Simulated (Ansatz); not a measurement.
Sn₂GeO₃ (Pmn2_1) at 2 levels of theory

One geometry, relaxed with PBE; plane waves with PAW potentials in Ansatz, scalar-relativistic. No spin polarisation. Gaps are the least over mesh and band path; pressure is positive in compression.

```yaml
crystal:
  lattice:
    - [3.49698, 0.00000, 0.00000]
    - [0.00000, 14.88901, 0.00000]
    - [0.00000, 0.00000, 4.18987]
  atoms:
    - { symbol: Sn, position: [0.50000, 0.40311, 0.00675] }
    - { symbol: Sn, position: [0.50000, 0.75283, 0.00770] }
    - { symbol: Sn, position: [0.00000, 0.59689, 0.50675] }
    - { symbol: Sn, position: [0.00000, 0.24717, 0.50770] }
    - { symbol: Ge, position: [0.50000, 0.06772, 0.92745] }
    - { symbol: Ge, position: [0.00000, 0.93228, 0.42745] }
    - { symbol: O, position: [0.50000, 0.33661, 0.50673] }
    - { symbol: O, position: [0.50000, 0.68620, 0.50631] }
    - { symbol: O, position: [0.50000, 0.99910, 0.54450] }
    - { symbol: O, position: [0.00000, 0.31380, 0.00631] }
    - { symbol: O, position: [0.00000, 0.66339, 0.00673] }
    - { symbol: O, position: [0.00000, 0.00090, 0.04450] }
```

```csv
level,cutoff (eV),k mesh,gap (eV),pressure (GPa)
PBE,420,8×2×8,0.94,0.0
```

Question: What comes out on the same cell with r2SCAN?

Answer:
```csv
level,cutoff (eV),k mesh,gap (eV),pressure (GPa)
r2SCAN,500,8×2×8,1.18,-3.9
```

The cell holds layers, chains or molecules and no dispersion correction was added, so their binding is poorly described.

It was reached by relaxing an invented guess, and it needn't be the stable form of this composition.
